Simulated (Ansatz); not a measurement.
# NaRe₂MoF₆: settings compared (Ansatz)

The input file (Ansatz 0.2.0, plane waves):

```yaml
crystal:
  lattice:
    - [0.0, 3.983666, 3.983666]
    - [3.983666, 0.0, 3.983666]
    - [3.983666, 3.983666, 0.0]
  atoms:
    - { symbol: Re, position: [0.25, 0.25, 0.25] }
    - { symbol: Re, position: [0.75, 0.75, 0.75] }
    - { symbol: F, position: [0.765, 0.235, 0.235] }
    - { symbol: F, position: [0.235, 0.765, 0.235] }
    - { symbol: F, position: [0.235, 0.765, 0.765] }
    - { symbol: F, position: [0.765, 0.235, 0.765] }
    - { symbol: F, position: [0.235, 0.235, 0.765] }
    - { symbol: F, position: [0.765, 0.765, 0.235] }
    - { symbol: Na, position: [0.5, 0.5, 0.5] }
    - { symbol: Mo, position: [0.0, 0.0, 0.0] }
  symmetry: { tolerance: 0.0003 }
kpoints:
  mp_grid: { grid: [4, 4, 4], shift: [0, 0, 0] }
magnetization:
  spin_polarized: false
scf:
  occupations: { method: methfessel_paxton, width: 0.0212 }
hamiltonian:
  pseudopotentials: { kind: paw }
  xc: pbesol
total_charge: -1
basis:
  ecutwfc: 420
output:
  forces: true
  stress: true
  eigenvalues: true
```

Run with:

```bash
ansatz run input.yaml --threads 1 --pin off --max-ram 2560MiB --backend cpu --events-out ev --progress --plain --runs-dir out
```

Origin of the cell: a known structure type with other elements, at an estimated volume, so it need not be a known compound.

Output of this run (shortened):

```
Pseudopotentials: kind: paw
Pseudopotential: Re, paw, valence charge 15, recommended cutoff 420 eV (normal), Re.paw.azcp
Pseudopotential: F, paw, valence charge 7, recommended cutoff 420 eV (normal), F.paw.azcp
Pseudopotential: Na, paw, valence charge 9, recommended cutoff 420 eV (normal), Na.paw.azcp
Pseudopotential: Mo, paw, valence charge 14, recommended cutoff 420 eV (normal), Mo.paw.azcp
Functional definition: PBEsol
  exchange = pbesol_x
  correlation = pbesol_c
Crystal: 10 atoms, lattice volume = 126.438 Å³
Basis set: ecut = 420 eV, 2445 PW (Γ), exchange–correlation on 80×80×80 points (8 copies of the dense FFT grid, shifted against one another)
Bands: 58, of which v1, the nominal top of the filled ones, is band 48 counted from 1 (47 counted from 0)
Symmetry: 48 space group operations
Space group: Fm-3m (ITA 225), of the structure as read, at distance tolerance 1.5e-3 Å
k-points: 8 of 64
[… 12 lines left out …]
Initial density: superposition of atomic densities (neutral atoms scaled as one to the charged cell's electrons: chi_scale 0, normalization atom), corrected by the library's trained network
Functional: x = pbesol(κ = 0.804, μ = 0.123457), c = pbesol(β = 0.046)
SCF iter   1: F=—  HF=-32623.191885 eV  Δρ=8.11e-2  dr2=1.59e1  defer=1
SCF iter   2: F=—  HF=-32621.663195 eV  S|Δr|=    0.00e0  Δρ=1.55e-2  dr2=5.20e-1  defer=23
SCF iter   3: F=—  HF=-32621.592057 eV  S|Δr|=    0.00e0  Δρ=1.21e-2  dr2=2.37e-1  defer=23
SCF iter   4: F=—  HF=-32621.584854 eV  S|Δr|=    0.00e0  Δρ=9.81e-3  dr2=3.41e-1  defer=23
SCF iter   5: F=—  HF=-32621.579923 eV  S|Δr|=    0.00e0  Δρ=8.54e-3  dr2=2.60e-1  defer=23
SCF iter   6: F=—  HF=-32621.570862 eV  S|Δr|=    0.00e0  Δρ=2.84e-3  dr2=2.85e-2  defer=23
SCF iter   7: F=—  HF=-32621.569865 eV  S|Δr|=    0.00e0  Δρ=5.30e-4  dr2=7.84e-4  defer=15
SCF iter   8: F=—  HF=-32621.569840 eV  S|Δr|=    0.00e0  Δρ=8.35e-5  dr2=1.44e-5  defer=15
SCF iter   9: F=—  HF=-32621.569802 eV  S|Δr|=    0.00e0  Δρ=5.68e-5  dr2=8.56e-6  defer=15
SCF iter  10: F=-32621.569802 eV  HF=-32621.569802 eV  S|Δr|=    0.00e0  Δρ=4.53e-6  dr2=3.38e-8
SCF 1 converged in 10 iterations: F = -32621.569802 eV  dr2 = 3.38e-8
SCF converged after 10 iterations
Stability not checked: this state was not tested for a lower state beside it, because cold or Methfessel-Paxton smearing, or corrected tetrahedra, fill the levels in a way that the test cannot read (fill_not_monotonic; […]
Free energy (F): -32621.569802 eV
Harris-Foulkes:  -32621.569802 eV  (|F-HF|=2.12e-8)
Internal energy: -32621.569694 eV  (E = F + TS)
E sigma→0 (E₀):  -32621.569775 eV
Entropy (-TS):   -0.000107 eV (-0.011 meV/atom)
Fermi energy:    11.703645 eV
--- Per-component energies (eV) ---
  E_band       = -892.628521
  E_kinetic    = 2899.337646
  E_local      = -7797.245287  (includes V_loc(G=0)·N_el)
  E_nonlocal   = 829.329598
  E_hartree    = 2770.050273
  E_xc         = -1489.747538
  E_vxc        = -1488.867492  (∫ρ·V_xc dr)
  E_paw        = -21627.584618  (= ΣΔE_a)
  E_vpaw       = -875.295439  (= ΣTr[D̂ρ^β])
  E_aug_tail   = 0.011985  (compensation charges beyond the density's cutoff)
  E_ewald      = -8206.706927
  E_core_change = 0.985172  (= ΣΔE_core)
  E_smearing   = -0.000107  (= −TS)
  E_deformation_potential = -17.200136  (in the stress; not in F)
  Σ components = -32621.569802   (vs F -32621.569802, Δ=0.00e0)
--- Forces (eV/Å), atoms counted from 1 ---
[… 5 lines left out …]
  atom   6  F      0.000000    -2.411978    -0.000000
  atom   7  F     -0.000000    -0.000000     2.411978
  atom   8  F      0.000000    -0.000000    -2.411978
  atom   9  Na     0.000000    -0.000000    -0.000000
  atom  10  Mo     0.000000    -0.000000    -0.000000
  max |Σ_I F_I| component: 8.88e-16 eV/Å
--- Stress (GPa, compression-positive) ---
       13.444250      -0.000000      -0.000000
       -0.000000      13.444250      -0.000000
        0.000000      -0.000000      13.444250
  P = ⅓ Tr σ = 13.4443 GPa (134.443 kbar)
```

The same input was run again with these changes:

1. `scf.algorithm` default → direct_min; `hamiltonian.hubbard` default → { sites: [{ species: Mo, l: d, u_eff: 8.0 }], double_counting: fll }
2. `scf.occupations.width` 0.0212 → 0.05
3. `scf.lower_state_search` default → "off"; `scf.convergence.dr2_threshold` default → 1.0e-11
4. `scf.occupations` { method: methfessel_paxton, width: 0.0212 } → default; `scf.max_iter` default → 100

| run | end | SCF iterations | P (GPa) | max force component (eV/Å) | gap on mesh (eV) | moment (μB) | ΔE(σ→0) (meV/atom) |
| --- | --- | --- | --- | --- | --- | --- | --- |
| base | converged | 10 | – | 2.412 | none | – | 0 |
| 1 | converged | 16 | – | 2.952 | none | – | – |
| 2 | converged | 11 | – | 2.427 | none | – | -0.01 |
| 3 | converged | 13 | – | 2.412 | none | – | 0.00 |
| 4 | input refused | 0 | – | – | – | – | – |

Energies are compared only where functional, datasets, charge and starting cell are the same.

Caveats of the base run: charged cell with a uniform background, whose pressure depends on convention; no moments, though an odd count or open d shells may carry them; no spin-orbit coupling, though heavy elements are present; the k mesh is coarse if the cell is a metal.

The base run ran for 5.1 s on 1 thread of Arm Neoverse V1, with other jobs on the host, peak memory 0.42 GiB, from the program's own first density.
